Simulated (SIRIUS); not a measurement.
Set-up for a self-consistent single point of CoGe (C2/m, 8 atoms in the cell; from Materials Project mp-21237, changed as shown).

```
CoGe
1.0
    5.69668    -1.81806     0.00000
    5.69668     1.81806     0.00000
   -0.78768     0.00000     4.70915
Co Ge
4 4
Direct
  0.00000   0.00000   0.00000
  0.00000   0.00000   0.50000
  0.80445   0.80445   0.67456
  0.19555   0.19555   0.32544
  0.81633   0.81633   0.18170
  0.18367   0.18367   0.81830
  0.56984   0.56984   0.28241
  0.43016   0.43016   0.71759
```

All values come from this method and carry its errors: PBEsol, GBRV PBEsol ultrasoft pseudopotentials (plane waves; SIRIUS 7.12.0).

SIRIUS settings:

* **parameters.ngridk**: 8 8 6
* **parameters.xc_functionals**: [XC_GGA_X_PBE_SOL, XC_GGA_C_PBE_SOL]
* **parameters.gk_cutoff**: 6.325 1/bohr
* **parameters.pw_cutoff**: 14.143 1/bohr
* **parameters.smearing**: fermi_dirac
* **parameters.smearing_width**: 0.00499791 Ha
* **potentials**: GBRV PBEsol ultrasoft pseudopotentials
* **parameters.electronic_structure_method**: pseudopotential
* **parameters.num_bands**: 74
* **parameters.num_mag_dims**: 0
* **parameters.num_dft_iter**: 100
* **parameters.energy_tol**: 1e-07 Ha
* **parameters.density_tol**: 1e-06
* **mixer.type**: anderson
* **mixer.beta**: 0.3
* **mixer.use_hartree**: false

Results:

- Number of valence electrons = 124
- Number of bands = 74
- Number of k-points after the program's reduction = 114
- Number of plane waves (most at a k-point) = 2832
- Number of SCF iterations = 23
- FFT grid = 54 × 54 × 45
- Free energy E − TS = -27837.2458 eV
- Fermi level (on the code's own zero) = 16.94 eV
- Pressure = 11.26 GPa
- Largest force (vector length) = 0.497 eV/Å

Forces (eV/Å):
```json
[
 {"atom": "Co1", "Fx": "0.000", "Fy": "0.000", "Fz": "0.000"},
 {"atom": "Co2", "Fx": "0.000", "Fy": "0.000", "Fz": "0.000"},
 {"atom": "Co3", "Fx": "-0.478", "Fy": "0.000", "Fz": "-0.134"},
 {"atom": "Co4", "Fx": "0.478", "Fy": "0.000", "Fz": "0.134"},
 {"atom": "Ge5", "Fx": "0.023", "Fy": "0.000", "Fz": "-0.087"},
 {"atom": "Ge6", "Fx": "-0.023", "Fy": "0.000", "Fz": "0.087"},
 {"atom": "Ge7", "Fx": "-0.045", "Fy": "0.000", "Fz": "-0.085"},
 {"atom": "Ge8", "Fx": "0.045", "Fy": "0.000", "Fz": "0.085"}
]
```

Stress (GPa, positive for compression):
```
 9.95   0.00  -0.82
 0.00  12.60   0.00
-0.82   0.00  11.22
```

For comparison: a first run was changed to give this one (lattice scaled by 0.98), and from it to this one the free energy goes up by 22.2 meV/atom, the pressure goes from -1.26 to 11.26 GPa and the largest force goes from 0.162 to 0.497 eV/Å.

The run has no spin polarisation, so moments on Co cannot form. The structure comes from a collection of computed structures, made at another level of theory; the collection holds predicted forms beside known ones.

Cost on one core: roughly 6 core-minutes.
